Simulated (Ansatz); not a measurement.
Level of theory: DFT PBE, scalar-relativistic, plane waves, PAW (Ansatz). All cells share a 420 eV cutoff and Γ-centred k meshes spaced about 0.3 Å⁻¹ or finer (0.25 for metals, 2π included). These runs have no spin polarisation.

A search over trial structures of Sc7As gave this relaxed cell.

```
Sc As
1.0
     3.50808    0.00000    0.00000
     0.00000    4.86074    5.41422
     0.00000   -4.86074    5.41422
Sc As
7 1
Direct
  0.50000 0.72524 0.72524
  0.50000 0.22778 0.22778
  0.50000 0.23902 0.81119
  0.50000 0.81119 0.23902
  0.00000 0.54453 0.03531
  0.00000 0.03531 0.54453
  0.00000 0.47480 0.47480
  0.00000 0.94216 0.94216
```

Task: Is this structure dynamically stable?

Result: It is locally stable on this q mesh, but a lower structure lies near. The phonons on a 2×1×1 q mesh of the computed 8-atom cell show no imaginary mode. (Phonon run: 10×4×4 k mesh, Gaussian smearing of 0.10 eV.) With atoms moved at random and symmetry off, it falls by 7 meV/atom into Cm (No. 8). Conventional cell: a = 11.202 Å, b = 9.588 Å, c = 3.525 Å, β = 100.9°. Around Sc on a site of symmetry m lie 2 As at 2.83–2.91 Å, 5 Sc at 3.00–3.11 Å, 2 Sc at 3.52 Å and 5 Sc at 3.72–3.80 Å; around Sc on a second site of symmetry m lie 12 Sc at 3.00–3.66 Å and 1 As at 3.07 Å; Sc on a site of symmetry 1 has 2 As at 2.80–2.88 Å, 5 Sc at 3.06–3.21 Å and 6 Sc at 3.52–3.80 Å; As has 9 Sc at 2.80–3.07 Å and 2 As at 3.52 Å; 2 more sites not described.

```cif
data_structure
_symmetry_space_group_name_H-M 'Cm'
_symmetry_Int_Tables_number 8
_cell_length_a 11.2020
_cell_length_b 9.5883
_cell_length_c 3.5246
_cell_angle_alpha 90.000
_cell_angle_beta 100.856
_cell_angle_gamma 90.000
_cell_volume 371.79
loop_
_atom_site_label
_atom_site_type_symbol
_atom_site_symmetry_multiplicity
_atom_site_Wyckoff_symbol
_atom_site_fract_x
_atom_site_fract_y
_atom_site_fract_z
_atom_site_occupancy
Sc1 Sc 2 a 0.73134 0.00000 0.45947 1
Sc2 Sc 2 a 0.21342 0.00000 0.35109 1
Sc3 Sc 4 b 0.52517 0.70881 0.59987 1
Sc4 Sc 4 b 0.29865 0.25132 0.97168 1
Sc5 Sc 2 a 0.47010 0.00000 0.98162 1
As1 As 2 a 0.93689 0.00000 0.06464 1
```

Phonons of metals hang on the k mesh and the smearing.
